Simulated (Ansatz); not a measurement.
SiGe3 in space group P-4m2 (No. 115; Si on 1a, Ge on 2g, Ge on 1c), plane-wave PAW PBEsol (Ansatz code). The conduction-band minimum lies at R, with 2 equivalent valleys. Second derivatives d²E/dk² of the lowest band at one valley (eV·Å²), along Cartesian directions:

```
direction  d²E/dk²
---------  -------
[100]        110.7
[010]        37.41
[001]        76.60
[110]        74.14
[101]        93.69
[011]        56.55
```

Problem. Find the principal effective masses, the density-of-states mass and the conductivity mass.

Solution. Off-diagonal terms follow from H_xy = H[110] − (H_xx + H_yy)/2, and m*/mₑ = 7.620 eV·Å² over each eigenvalue: 0.069, 0.099, 0.20. One valley's DOS mass (m₁m₂m₃)^(1/3) = 0.11, conductivity mass 3/(Σ 1/mᵢ) = 0.10 mₑ.

Problem. What effective density of states Nc follows at 300 K for parabolic valleys?

Solution. Nc = 2.509e19 × 2 × (0.11)^(3/2) ≈ 1.8e18 cm⁻³.

The start of the workflow was typed in or built on a structure type; neither database checked (COD, Materials Project) lists it. Its standing as an ambient phase is unchecked. The cell was relaxed with PBEsol under the symmetry of its start; its stability against distortions is not shown here. Spin–orbit coupling is left out wherever it is not named.

Potentials: the earlier of the program's two PAW sets. The files were generated under PBE; for other functionals the program regenerates the frozen cores, and for LDA and PBEsol the local potential too.

Edges and masses are those of Kohn–Sham bands, whose gap is no quasiparticle gap.
